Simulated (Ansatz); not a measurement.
Here is the system:

ZnS (zinc blende)

```
CELL_PARAMETERS angstrom
      0.00000     5.44344     5.44344
      2.72172     0.00000     2.72172
      2.72172     2.72172     0.00000
ATOMIC_POSITIONS crystal
  S  0.37500 0.75000 0.75000
  S  0.87500 0.75000 0.75000
  Zn 0.00000 0.00000 0.00000
  Zn 0.50000 0.00000 0.00000
```

A phonon eigenvector at L = (0.5, 0.0, 0.0) is frozen into this cell: atom i moves by Q times the vector below, so Q is the largest atomic displacement, in Å. The cell is held. (q is in reciprocal vectors of the primitive cell; the cell shown is doubled to hold the pattern.)

```csv
atom,x,y,z
S1,0.577,-0.577,-0.577
S2,-0.577,0.577,0.577
Zn3,-0.068,0.068,0.068
Zn4,0.068,-0.068,-0.068
```

These are PBE (plane waves to 420 eV, PAW, scalar-relativistic; Ansatz, an electronic-structure program) values and carry that method's errors. k mesh 5×10×10 (Γ-centred), Fermi-Dirac smearing 0.05 eV. E stands for the smeared free energy. ZnS was relaxed with its symmetry unable to fall. ΔE is measured from the undisplaced structure.

The scan covers Q from -0.100 to 0.100 Å in 13 points.

Q: Is this a single well or a double well?

A: A single well with its minimum at or next to zero displacement.

Q: Which space group does the distorted structure have?

A: R3m (No. 160), lowered from F-43m.

Q: What is the energy change at Q = 0.100 Å?

A: 125.2 meV/cell.

Q: What harmonic wavenumber does the curvature at Q = 0 give?

A: 320 cm⁻¹.

(For displaced atoms, the force is minus the slope of the energy, and its curvature is a force constant, which sets phonon frequencies.)
